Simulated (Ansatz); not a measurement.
LiNbO₃:
```xyz
10
Lattice="2.5922 1.4966 4.5632 -2.5922 1.4966 4.5632 0.0000 -2.9932 4.5632" Properties=species:S:1:pos:R:3 pbc="T T T"
Li     0.0000     0.0000    10.2671
Li     0.0000     0.0000     3.4224
Nb     0.0000     0.0000     0.0000
Nb     0.0000     0.0000     6.8447
O     -0.6304     1.4966     7.9855
O      0.6304    -1.4966     5.7040
O     -0.9809    -1.2943     7.9855
O      0.9809     1.2943     5.7040
O      1.6113    -0.2023     7.9855
O     -1.6113     0.2023     5.7040
```

Plane-wave PAW r²SCAN (Ansatz code) gives a gap of 2.98 eV without spin–orbit coupling, maximum on the Γ–S0 line, 42 % of the way from Γ, minimum at F.

Problem. What happens when spin–orbit coupling is switched on?

Solution. The gap hardly moves, to 2.98 eV; maximum on the Γ–S0 line, 42 % of the way from Γ, minimum at F.

Problem. Give the electron effective mass with spin–orbit coupling.

Solution. 0.34, 0.56, 6.7 mₑ (principal values).

Problem. Give the hole effective mass with spin–orbit coupling.

Solution. 1.4, 2.0, 2.1 mₑ (principal values).

Space group R-3c. The workflow started from a Materials Project entry (that database holds measured and hypothetical structures alike); the Crystallography Open Database files this formula in space group No. 167, but the cells were not matched. It is not the phase usual at ambient conditions (space group No. 161). The cell was relaxed with r²SCAN under the symmetry of its start. At this level the phase is dynamically unstable (imaginary phonons). No spin polarisation was allowed.

Potentials: the earlier of the program's two PAW sets.
